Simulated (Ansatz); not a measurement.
ZrSe$_{2}$:
```yaml
crystal:
  lattice:
    - [6.49313, 0.00000, 0.00000]
    - [0.00000, 6.49313, 0.00000]
    - [0.00000, 0.00000, 3.83881]
  atoms:
    - { symbol: Zr, position: [0.00000, 0.00000, 0.00000] }
    - { symbol: Zr, position: [0.50000, 0.50000, 0.50000] }
    - { symbol: Se, position: [0.30079, 0.30079, 0.00000] }
    - { symbol: Se, position: [0.80079, 0.19921, 0.50000] }
    - { symbol: Se, position: [0.19921, 0.80079, 0.50000] }
    - { symbol: Se, position: [0.69921, 0.69921, 0.00000] }
```

Relaxed with PBE. Special points in fractions of this cell's reciprocal vectors: Γ (0.000, 0.000, 0.000); X (0.000, 0.500, 0.000); M (0.500, 0.500, 0.000); Z (0.000, 0.000, 0.500); R (0.000, 0.500, 0.500); A (0.500, 0.500, 0.500).

Question: List the band energies nearest the valence-band maximum at these points for PBE (plane waves, PAW; program Ansatz).

Answer: In eV from the valence-band maximum; about four levels below and three above (degenerate sets whole), none deeper than 8.9 eV; points with the same levels are listed once.

```
k                    below                above
-  -----------------------  -------------------
Γ  -0.27 -0.27 -0.20 -0.13  0.08 0.27 1.18 1.18
X  -1.10 -1.10 -0.71 -0.71  0.76 0.76 1.74 1.74
M  -1.13 -1.13 -0.84 -0.84  0.17 0.17 1.19 1.19
Z  -1.90 -1.90 -1.58 -1.58  1.65 1.65 2.18 2.18
R  -2.01 -2.01 -0.91 -0.91  0.47 0.47 2.22 2.22
A  -1.16 -1.16 -0.78 -0.78  1.25 1.25 1.61 1.61
```

Space group P4_2/mnm (rutile). A made-up cell: these elements were put on the sites of a structure type; neither database checked (COD, Materials Project) lists it. COD files the formula under space group No. 164, so this cell is another polymorph or a model. Whether it is the stable phase at ambient conditions was not checked. The cell was relaxed with PBE under the symmetry of its start; whether a distortion lowers the energy is not shown. The run is not spin-polarised. Spin–orbit coupling is left out wherever it is not named.

Potentials: the later of the program's two PAW sets.
